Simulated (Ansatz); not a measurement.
Li6In2BrN single point

input.yaml (Ansatz 0.2.0)

```yaml
crystal:
  lattice:
    - [0.0, 4.376818, 4.376818]
    - [4.376818, 0.0, 4.376818]
    - [4.376818, 4.376818, 0.0]
  atoms:
    - { symbol: Br, position: [0.0, 0.0, 0.0] }
    - { symbol: In, position: [0.75, 0.75, 0.75] }
    - { symbol: In, position: [0.25, 0.25, 0.25] }
    - { symbol: "N", position: [0.5, 0.5, 0.5] }
    - { symbol: Li, position: [0.6834, 0.3166, 0.6834] }
    - { symbol: Li, position: [0.6834, 0.3166, 0.3166] }
    - { symbol: Li, position: [0.3166, 0.6834, 0.3166] }
    - { symbol: Li, position: [0.3166, 0.6834, 0.6834] }
    - { symbol: Li, position: [0.6834, 0.6834, 0.3166] }
    - { symbol: Li, position: [0.3166, 0.3166, 0.6834] }
  symmetry: { tolerance: 0.0003 }
kpoints:
  mp_grid: { grid: [7, 7, 7], shift: [0, 0, 0] }
  band_path:
    path:
      - [0.0, 0.0, 0.0]
      - [0.5, 0.0, 0.5]
      - [0.625, 0.25, 0.625]
      - [0.375, 0.375, 0.75]
      - [0.0, 0.0, 0.0]
      - [0.5, 0.5, 0.5]
      - [0.5, 0.25, 0.75]
      - [0.5, 0.0, 0.5]
    npoints: 10
magnetization:
  spin_polarized: false
scf:
  occupations: { method: fermi_dirac }
  lower_state_search: "off"
  max_iter: 200
hamiltonian:
  pseudopotentials: { kind: paw }
  xc: r2scan
basis:
  ecutwfc: 500
  fft_grid_basis: typed
output:
  forces: true
  stress: true
  eigenvalues: true
  bader: true
  populations: true
  elf: true
  write_potential: true
  volumetric_format: npy
  dos:
    e_range: [-12, 8]
    de: 0.05
    projected: { site_lists: { Br: [Br], In: [In], Li: [Li], "N": ["N"] } }
checkpoint:
  read: saved_state
```

Launched with:

```sh
ansatz run input.yaml --threads 1 --pin off --max-ram 2560MiB --backend cpu --events-out ev --progress --plain --runs-dir out
```

The saved state is an earlier solution for the same cell, perhaps on another mesh. 

Parts of the output:

```
Pseudopotentials: kind: paw
Pseudopotential: Br, paw, valence charge 7, recommended cutoff 500 eV (meta_gga), Br.paw.azcp
Pseudopotential: In, paw, valence charge 13, recommended cutoff 500 eV (meta_gga), In.paw.azcp
Pseudopotential: N, paw, valence charge 5, recommended cutoff 500 eV (meta_gga), N.paw.azcp
Pseudopotential: Li, paw, valence charge 3, recommended cutoff 500 eV (meta_gga), Li.paw.azcp
Functional definition: r2SCAN
  exchange = r2scan_x(k0 = k0, k1 = k1, a1 = a1)
  correlation = r2scan_c
Crystal: 10 atoms, lattice volume = 167.689 Å³
Basis set: ecut = 500 eV, 4279 PW (Γ), exchange–correlation on 192×192×192 points (64 copies of the dense FFT grid, shifted against one another)
Bands: 38, of which v1, the nominal top of the filled ones, is band 28 counted from 1 (27 counted from 0)
Symmetry: 48 space group operations
Space group: Fm-3m (ITA 225), of the structure as read, at distance tolerance 1.7e-3 Å
k-points: 20 of 343
Initial density: read from a saved state, or passed on in memory by an earlier SCF of this step, an earlier step, the calling program or the single point that the run made first
Functional: x = r2scan, c = r2scan; τ floored in thin density (d = 2e-4 eV/Å³)
Free energy (F): -15632.9522 eV
Harris-Foulkes:  -15632.9522 eV  (|F-HF|=1.38e-8)
Internal energy: -15632.8153 eV  (E = F + TS)
E sigma→0 (E₀):  -15632.8837 eV
Entropy (-TS):   -0.1369 eV (-13.692 meV/atom)
Fermi energy:    5.5043 eV
--- Forces (eV/Å), atoms counted from 1 ---
  atom   1  Br     0.0000     0.0000     0.0000
  atom   2  In     0.0000     0.0000     0.0000
  atom   3  In     0.0000     0.0000     0.0000
  atom   4  N      0.0000     0.0000     0.0000
  atom   5  Li     0.0000     4.4074     0.0000
  atom   6  Li    -4.4074     0.0000     0.0000
  atom   7  Li     0.0000    -4.4074     0.0000
  atom   8  Li     4.4074     0.0000     0.0000
  atom   9  Li     0.0000     0.0000     4.4074
  atom  10  Li     0.0000     0.0000    -4.4074
--- Stress (GPa, compression-positive) ---
       12.4994       0.0000       0.0000
        0.0000      12.4994       0.0000
        0.0000       0.0000      12.4994
  P = ⅓ Tr σ = 12.4994 GPa (124.994 kbar)
--- Löwdin populations: 10 sites ---
  site symbol       q [e]
     0     Br      7.3814
     1     In     13.6560
     2     In     13.6560
     3      N      6.9316
     4     Li      2.3082
     5     Li      2.3082
     6     Li      2.3082
     7     Li      2.3082
     8     Li      2.3082
     9     Li      2.3082
  spilling = 0.0094 (of n_electrons = 56.0000)
```

Origin: a known structure type with other elements, at an estimated volume, so it need not be a known compound. Caveats: many states at the Fermi level without spin polarisation, so a magnetic state may lie lower; atoms or cell far from equilibrium.

Cost: 97 s on 1 thread of Intel(R) Xeon(R) Platinum 8488C (Sapphire Rapids), with other jobs on the host, peak memory 1 GiB (start from a saved density).
